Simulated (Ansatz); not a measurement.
Al (fcc (Cu type), Fm-3m) under volume change, PBE in the plane-wave PAW code Ansatz, scaled uniformly.

```json
[
 {"V (Å³/atom)": "14.997", "E − E(relaxed) (meV/atom)": "38.8", "P (GPa)": "9.16"},
 {"V (Å³/atom)": "15.491", "E − E(relaxed) (meV/atom)": "16.2", "P (GPa)": "5.57"},
 {"V (Å³/atom)": "15.985", "E − E(relaxed) (meV/atom)": "3.8", "P (GPa)": "2.54"},
 {"V (Å³/atom)": "16.480", "E − E(relaxed) (meV/atom)": "0.0", "P (GPa)": "0.00"},
 {"V (Å³/atom)": "16.974", "E − E(relaxed) (meV/atom)": "3.4", "P (GPa)": "-2.15"},
 {"V (Å³/atom)": "17.469", "E − E(relaxed) (meV/atom)": "12.9", "P (GPa)": "-3.96"},
 {"V (Å³/atom)": "17.963", "E − E(relaxed) (meV/atom)": "27.5", "P (GPa)": "-5.49"}
]
```

Task: What does a third-order Birch–Murnaghan fit give for V₀, B₀ and B′?

Result: V₀ = 16.48 Å³/atom, B₀ = 77.8 GPa, B′ = 4.7.

The PBE relaxation kept the symmetry of its start.

Potentials: the earlier of the program's two PAW sets.
